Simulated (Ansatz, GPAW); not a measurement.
This is a calculation of ZnRe for GPAW 26.7.0 (ASE script). The cell comes from a database or a generator and needn't be the stable form of this composition.

Contents of run.py:

```python
from ase.dft.bandgap import bandgap
from ase.io import read, write
from ase.units import GPa
from gpaw import GPAW, PW

atoms = read('ZnRe.xyz')

calc = GPAW(mode=PW(600),
            xc='PBE',
            kpts={'size': (11, 11, 6), 'gamma': True},
            occupations={'name': 'methfessel-paxton', 'order': 0, 'width': 0.05},
            nbands=24,
            convergence={'density': 1e-05, 'energy': 1e-05},
            maxiter=150,
            txt='gpaw.txt')
atoms.calc = calc
energy = atoms.get_potential_energy()
forces = atoms.get_forces()
stress = atoms.get_stress()
calc.write('gs.gpw')
write('result.traj', atoms)
print(f'Energy: {energy:.6f} eV')
print('Forces (eV/A):')
print(forces.round(4))
print('Stress (GPa):', (stress / GPa).round(3))
print('Fermi level:', round(calc.get_fermi_level(), 4), 'eV')
print(f'Gap: {bandgap(calc)[0]:.4f} eV, direct: {bandgap(calc, direct=True)[0]:.4f} eV')
```

Contents of ZnRe.xyz:

```xyz
2
Lattice="2.7482183437 0.0000000000 0.0000000000 -1.3741091718 2.3800269008 0.0000000000 0.0000000000 0.0000000000 4.4940660000" Properties=species:S:1:pos:R:3 pbc="T T T"
Re    -0.0000000001      1.5866846006      2.2470330000
Zn     0.0000000000      0.0000000000      0.0000000000
```

Potentials or basis: GPAW PAW data sets (gpaw-data 1.2.1), pw.

Launch:

```sh
$ OMP_NUM_THREADS=1 python run.py
```

Problem. What does the same run look like in Ansatz 0.2.0? Potentials or basis there: all-electron LAPW, scalar-relativistic.

Solution. As run (cutoffs and basis follow the program's own potentials, and thresholds, step limits or extra output files can differ):

input.yaml

```yaml
crystal:
  lattice:
    - [2.7482183437, 0.0, 0.0]
    - [-1.3741091718, 2.3800269008, 0.0]
    - [0.0, 0.0, 4.494066]
  atoms:
    - { symbol: Re, position: [0.3333333333, 0.6666666667, 0.5] }
    - { symbol: Zn, position: [0.0, 0.0, 0.0] }
kpoints:
  mp_grid: { grid: [11, 11, 6] }
scf:
  occupations: { method: gaussian, width: 0.05 }
hamiltonian:
  xc: pbe
  pseudopotentials: { kind: all_electron, lapw: { basis_error: 0.001 } }
output:
  forces: true
  stress: true
  eigenvalues: true
```

Potentials or basis: all-electron LAPW, scalar-relativistic.

Command:

```sh
$ ansatz run input.yaml --threads 1 --pin off --max-ram 3072MiB --backend cpu --events-out ev --progress --plain --runs-dir out
```

Both were run:

|  | GPAW | Ansatz |
| --- | --- | --- |
| Pressure | -1.8 GPa | -1.5 GPa |

Where Ansatz's input types no cutoff or centring, it takes its own default and a Γ-centred mesh.

Pressure is positive in compression.
